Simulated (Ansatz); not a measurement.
Ansatz (an electronic-structure program) input:

Ansatz 0.2 input:
```yaml
crystal:
  lattice:
    - [-2.9281688047, 2.9281688047, 1.5676517215]
    - [2.9281688047, -2.9281688047, 1.5676517215]
    - [2.9281688047, 2.9281688047, -1.5676517215]
  atoms:
    - { symbol: Sn, position: [0.75, 0.25, 0.5] }
    - { symbol: Sn, position: [0.0, 0.0, 0.0] }
kpoints:
  mp_grid: { grid: [21, 21, 21] }
hamiltonian:
  xc: pbesol
  pseudopotentials: { kind: paw }
scf:
  occupations: { method: fermi_dirac, width: 0.1 }
elastic: { mode: relaxed_ion, stencil: two_point, amplitude: 0.005, f_tol: 0.0005 }
```

Output (shortened):

```
Pseudopotential: Sn, paw, valence charge 14
Functional definition: PBEsol
Crystal: 2 atoms, lattice volume = 53.765 Å³
Basis set: ecut = 420 eV, 1037 PW (Γ), exchange–correlation on 60×60×60 points (8 copies of the dense FFT grid, shifted against one another)
Bands: 18, of which v1, the nominal top of the filled ones, is band 14 counted from 1 (13 counted from 0)
Symmetry: 16 space group operations
Space group: I41/amd (ITA 141), of the structure as read, at distance tolerance 3.8e-5 Å
k-points: 726 of 9261
SCF 1 converged in 11 iterations: F = -11899.578177 eV  dr2 = 8.35e-15
Crystal: 2 atoms, lattice volume = 53.496 Å³
Symmetry: 8 space group operations
k-points: 1331 of 9261
SCF 2 converged in 11 iterations: F = -11899.577897 eV  dr2 = 1.81e-14
relax step   1: F+E_penalty+E_count = -11899.57789672 eV  Δ(F+E_penalty+E_count) = +0.000e0 eV  max|allowed force component| = 1.364e-2 eV/Å  Δτ_max = 0.0000 Å  (11 SCF iters, accepted)
Crystal: 2 atoms, lattice volume = 53.496 Å³
SCF 3 converged in 8 iterations: F = -11899.578031 eV  dr2 = 2.00e-14
relax step   2: F+E_penalty+E_count = -11899.57803098 eV  Δ(F+E_penalty+E_count) = -1.343e-4 eV  max|allowed force component| = 8.747e-3 eV/Å  Δτ_max = 0.0060 Å  (8 SCF iters, accepted)
Crystal: 2 atoms, lattice volume = 53.496 Å³
SCF 4 converged in 8 iterations: F = -11899.578125 eV  dr2 = 6.71e-14
relax step   3: F+E_penalty+E_count = -11899.57812496 eV  Δ(F+E_penalty+E_count) = -9.398e-5 eV  max|allowed force component| = 1.625e-5 eV/Å  Δτ_max = 0.0107 Å  (8 SCF iters, accepted)
Crystal: 2 atoms, lattice volume = 53.496 Å³
SCF 5 converged in 2 iterations: F = -11899.578125 eV  dr2 = 8.08e-14
Crystal: 2 atoms, lattice volume = 54.034 Å³
Basis set: ecut = 420 eV, 1061 PW (Γ), exchange–correlation on 60×60×60 points (8 copies of the dense FFT grid, shifted against one another)
SCF 6 converged in 11 iterations: F = -11899.577389 eV  dr2 = 1.47e-14
relax step   1: F+E_penalty+E_count = -11899.57738875 eV  Δ(F+E_penalty+E_count) = +0.000e0 eV  max|allowed force component| = 1.271e-2 eV/Å  Δτ_max = 0.0000 Å  (11 SCF iters, accepted)
Crystal: 2 atoms, lattice volume = 54.034 Å³
SCF 7 converged in 9 iterations: F = -11899.577598 eV  dr2 = 9.48e-15
relax step   2: F+E_penalty+E_count = -11899.57759788 eV  Δ(F+E_penalty+E_count) = -2.091e-4 eV  max|allowed force component| = 6.782e-4 eV/Å  Δτ_max = 0.0156 Å  (9 SCF iters, accepted)
Crystal: 2 atoms, lattice volume = 54.034 Å³
SCF 8 converged in 7 iterations: F = -11899.577598 eV  dr2 = 2.82e-14
relax step   3: F+E_penalty+E_count = -11899.57759848 eV  Δ(F+E_penalty+E_count) = -5.992e-7 eV  max|allowed force component| = 2.409e-6 eV/Å  Δτ_max = 0.0009 Å  (7 SCF iters, accepted)
Crystal: 2 atoms, lattice volume = 54.034 Å³
SCF 9 converged in 2 iterations: F = -11899.577598 eV  dr2 = 6.19e-14
Crystal: 2 atoms, lattice volume = 53.496 Å³
SCF 10 converged in 8 iterations: F = -11899.577008 eV  dr2 = 5.31e-14
Crystal: 2 atoms, lattice volume = 54.034 Å³
SCF 11 converged in 6 iterations: F = -11899.578440 eV  dr2 = 7.14e-15
Crystal: 2 atoms, lattice volume = 53.765 Å³
Basis set: ecut = 420 eV, 1049 PW (Γ), exchange–correlation on 60×60×60 points (8 copies of the dense FFT grid, shifted against one another)
Symmetry: 4 space group operations
k-points: 2431 of 9261
SCF 12 converged in 10 iterations: F = -11899.578070 eV  dr2 = 3.05e-14
relax step   1: F+E_penalty+E_count = -11899.57806978 eV  Δ(F+E_penalty+E_count) = +0.000e0 eV  max|allowed force component| = 9.318e-3 eV/Å  Δτ_max = 0.0000 Å  (10 SCF iters, accepted)
Crystal: 2 atoms, lattice volume = 53.765 Å³
SCF 13 converged in 8 iterations: F = -11899.578081 eV  dr2 = 1.07e-14
relax step   2: F+E_penalty+E_count = -11899.57808067 eV  Δ(F+E_penalty+E_count) = -1.089e-5 eV  max|allowed force component| = 2.745e-3 eV/Å  Δτ_max = 0.0017 Å  (8 SCF iters, accepted)
Crystal: 2 atoms, lattice volume = 53.765 Å³
SCF 14 converged in 7 iterations: F = -11899.578082 eV  dr2 = 1.87e-14
relax step   3: F+E_penalty+E_count = -11899.57808171 eV  Δ(F+E_penalty+E_count) = -1.036e-6 eV  max|allowed force component| = 2.482e-5 eV/Å  Δτ_max = 0.0004 Å  (7 SCF iters, accepted)
Crystal: 2 atoms, lattice volume = 53.765 Å³
SCF 15 converged in 2 iterations: F = -11899.578082 eV  dr2 = 5.25e-14
Crystal: 2 atoms, lattice volume = 53.765 Å³
SCF 16 converged in 10 iterations: F = -11899.578070 eV  dr2 = 2.96e-14
relax step   1: F+E_penalty+E_count = -11899.57806978 eV  Δ(F+E_penalty+E_count) = +0.000e0 eV  max|allowed force component| = 9.318e-3 eV/Å  Δτ_max = 0.0000 Å  (10 SCF iters, accepted)
Crystal: 2 atoms, lattice volume = 53.765 Å³
SCF 17 converged in 8 iterations: F = -11899.578082 eV  dr2 = 7.80e-15
relax step   2: F+E_penalty+E_count = -11899.57808171 eV  Δ(F+E_penalty+E_count) = -1.193e-5 eV  max|allowed force component| = 7.999e-6 eV/Å  Δτ_max = 0.0013 Å  (8 SCF iters, accepted)
Crystal: 2 atoms, lattice volume = 53.765 Å³
SCF 18 converged in 2 iterations: F = -11899.578082 eV  dr2 = 5.54e-14
Crystal: 2 atoms, lattice volume = 53.765 Å³
Basis set: ecut = 420 eV, 1045 PW (Γ), exchange–correlation on 60×60×60 points (8 copies of the dense FFT grid, shifted against one another)
SCF 19 converged in 7 iterations: F = -11899.578081 eV  dr2 = 1.19e-14
Crystal: 2 atoms, lattice volume = 53.765 Å³
SCF 20 converged in 6 iterations: F = -11899.578081 eV  dr2 = 1.34e-14
SCF converged after 11 iterations
Free energy (F): -11899.578177 eV
Harris-Foulkes:  -11899.578177 eV  (|F-HF|=1.09e-11)
Internal energy: -11899.547098 eV  (E = F + TS)
E sigma→0 (E₀):  -11899.562638 eV
Entropy (-TS):   -0.031079 eV (-15.539 meV/atom)
Fermi energy:    10.705707 eV
--- Per-component energies (eV) ---
  E_band       = -163.239348
  E_kinetic    = 374.508860
  E_local      = -1690.576126  (includes V_loc(G=0)·N_el)
  E_nonlocal   = -61.125477
  E_hartree    = 1058.574857
  E_xc         = -758.985823
  E_vxc        = -194.450797  (∫ρ·V_xc dr)
  E_paw        = -8129.781171  (= ΣΔE_a)
  E_vpaw       = -708.745523  (= ΣTr[D̂ρ^β])
  E_aug_tail   = -0.000001  (compensation charges beyond the density's cutoff)
  E_ewald      = -2692.731897
  E_core_change = 0.569680  (= ΣΔE_core)
  E_smearing   = -0.031079  (= −TS)
  E_closure    = 0.000000  (closes the sum)
  Σ components = -11899.578177   (vs F -11899.578177, Δ=0.00e0)
--- Forces (eV/Å), atoms counted from 1 ---
  atom   1  Sn     0.00000000     0.00000000     0.00000000
  atom   2  Sn     0.00000000     0.00000000     0.00000000
  max |Σ_I F_I| component: 6.94e-18 eV/Å
--- Stress (GPa, compression-positive) ---
       -0.156750       0.000000       0.000000
        0.000000      -0.156750       0.000000
        0.000000       0.000000       0.421119
  P = ⅓ Tr σ = 0.0359 GPa (0.359 kbar)
--- Band table (eV; the first three rows and the last of 726) ---
  k-point 0: bands = ["-10.8591", "-10.7917", "-10.7370", "-10.7317", "-10.5594", "-10.5594", "-10.5497", "-10.5497", "-10.4700", "-10.3603", "-0.4991", "6.9165", "8.6520", "8.6520", "13.5955", "16.8352", "16.8352", "17.8913"]
  k-point 1: bands = ["-10.8571", "-10.7920", "-10.7381", "-10.7301", "-10.5603", "-10.5585", "-10.5493", "-10.5491", "-10.4712", "-10.3623", "-0.4787", "6.7178", "8.6764", "8.8109", "13.6911", "16.6208", "16.7064", "17.9302"]
  k-point 2: bands = ["-10.8513", "-10.7927", "-10.7411", "-10.7253", "-10.5630", "-10.5559", "-10.5480", "-10.5471", "-10.4745", "-10.3682", "-0.4177", "6.2620", "8.7495", "9.1505", "13.9747", "16.1348", "16.3661", "17.8797"]
  k-point 725: bands = ["-10.8008", "-10.8005", "-10.6007", "-10.5955", "-10.5810", "-10.5795", "-10.5564", "-10.5529", "-10.5453", "-10.5444", "2.9913", "3.0648", "5.8451", "5.9201", "16.1154", "16.1166", "19.8153", "19.9182"]
--- Elastic constants: 4 strain directions × 2 members + reference (group order 16) ---
  dense FFT box of the reference and of every strained cell: 30×30×30
  strains applied: 11, 33, 23, 12; error gains …
  C = ∂σ_k/∂η_j (tension-positive GPa; Voigt order 11 22 33 23 13 12):
        74.970     60.457     30.723      0.000      0.000      0.000
        60.457     74.970     30.723      0.000      0.000      0.000
        31.313     31.313    108.149      0.000      0.000      0.000
         0.000      0.000      0.000     22.681      0.000      0.000
         0.000      0.000      0.000      0.000     22.681      0.000
         0.000      0.000      0.000      0.000      0.000     22.781
  reference stress σ⁰ (GPa):      0.157      0.157     -0.421      0.000      0.000      0.000
  moduli (Voigt/Reuss/Hill, GPa): K = 55.90/55.88/55.89   G = 22.67/16.88/19.77   E = 53.06   ν = 0.342
  mechanically stable: yes (min eigenvalue of sym C = 14.51 GPa)
  strain η (Voigt 11):  stress-route row diagonal C_11 = 74.97 GPa, energy-path curvature d²(F+E_count+ΔE)/dδ²/Ω₀ = 75.02 GPa
         δ    σ_11 (GPa)             F (eV)   n_scf  n_hpsi   n_pw
    -5.000e-3      -0.2172      -11899.5781250       2  279456   1069   relax 3 steps, max|allowed force component| 1.62e-5 eV/Å
     5.000e-3       0.5325      -11899.5775985       2  281000   1075   relax 3 steps, max|allowed force component| 2.41e-6 eV/Å
  strain η (Voigt 33):  stress-route row diagonal C_33 = 108.15 GPa, energy-path curvature d²(F+E_count+ΔE)/dδ²/Ω₀ = 108.15 GPa
         δ    σ_33 (GPa)             F (eV)   n_scf  n_hpsi   n_pw
    -5.000e-3      -0.9786      -11899.5770079       8  254185   1065   relax 0 steps, max|allowed force component| 3.47e-18 eV/Å
     5.000e-3       0.1029      -11899.5784403       6  202225   1077   relax 0 steps, max|allowed force component| 0.00e0 eV/Å
  strain η (Voigt 23):  stress-route row diagonal C_44 = 22.68 GPa, energy-path curvature d²(F+E_count+ΔE)/dδ²/Ω₀ = 22.75 GPa
         δ    σ_23 (GPa)             F (eV)   n_scf  n_hpsi   n_pw
    -5.000e-3      -0.1134      -11899.5780817       2  514606   1073   relax 3 steps, max|allowed force component| 2.48e-5 eV/Å
     5.000e-3       0.1134      -11899.5780817       2  507164   1073   relax 2 steps, max|allowed force component| 8.00e-6 eV/Å
  strain η (Voigt 12):  stress-route row diagonal C_66 = 22.78 GPa, energy-path curvature d²(F+E_count+ΔE)/dδ²/Ω₀ = 22.71 GPa
         δ    σ_12 (GPa)             F (eV)   n_scf  n_hpsi   n_pw
    -5.000e-3      -0.1139      -11899.5780813       7  429895   1073   relax 0 steps, max|allowed force component| 4.16e-17 eV/Å
     5.000e-3       0.1139      -11899.5780813       6  359728   1073   relax 0 steps, max|allowed force component| 5.55e-17 eV/Å
```

Cost: about 25 core-minutes (a rough figure) on shared cores.

Space group I4_1/amd (β-Sn type). The cell was relaxed with PBEsol under the symmetry of its start. As this level gives no gap, shear constants depend on the k-mesh and smearing (Fermi–Dirac, 0.1 eV here). Axis ratios of metals converge slowly with the k-mesh, so a and c are less sure than the volume. On the denser mesh and wider smearing of the elastic run this cell carries a stress of 0.4 GPa. Scalar-relativistic: spin–orbit coupling is off unless named, which matters more the heavier the elements.

Potentials: the later of the program's two PAW sets.

Ansatz is a plane-wave DFT program.
